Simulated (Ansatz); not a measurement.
C:
```
CELL_PARAMETERS angstrom
      3.79573     0.00000     0.00000
      0.00000     3.79573     0.00000
      0.00000     0.00000     4.67233
ATOMIC_POSITIONS crystal
  C  0.92394 0.07606 0.25000
  C  0.42394 0.42394 0.00000
  C  0.07606 0.92394 0.75000
  C  0.57606 0.57606 0.50000
  C  0.37885 0.83292 0.96637
  C  0.66708 0.87885 0.71637
  C  0.62115 0.16708 0.46637
  C  0.33292 0.12115 0.21637
  C  0.87885 0.66708 0.28363
  C  0.16708 0.62115 0.53363
  C  0.12115 0.33292 0.78363
  C  0.83292 0.37885 0.03363
```

Relaxed with r²SCAN. Special points in fractions of this cell's reciprocal vectors: Γ (0.000, 0.000, 0.000); X (0.000, 0.500, 0.000); M (0.500, 0.500, 0.000); Z (0.000, 0.000, 0.500); R (0.000, 0.500, 0.500); A (0.500, 0.500, 0.500).

List the band energies nearest the valence-band maximum at these points for r²SCAN in the plane-wave PAW code Ansatz.

In eV from the valence-band maximum; about four levels below and three above (degenerate sets whole), none deeper than 8.9 eV; points with the same levels are listed once.

```tsv
k	below	above
Γ	-1.98 -1.76 -1.76 -0.54	5.37 6.68 6.68
X	-1.05 -1.05 -0.49 -0.49	6.56 6.56 6.84 6.84
M	-1.30 -1.30 -0.45 -0.45	5.68 5.68 6.77 6.77
Z	-1.98 -1.98 -1.66 -1.66	5.38 5.38 5.75 5.75
R	-1.69 -1.69 -0.95 -0.95	5.59 5.59 6.39 6.39
A	-1.88 -1.88 -1.88 -1.88	6.04 6.04 6.04 6.04
```

Space group P4_32_12. The start of the workflow was typed in or built on a structure type; neither database checked (COD, Materials Project) lists it. It is not the phase usual at ambient conditions (space group No. 194, 227). The cell was relaxed with r²SCAN under the symmetry of its start; whether a distortion lowers the energy is not shown.

Potentials: the earlier of the program's two PAW sets.
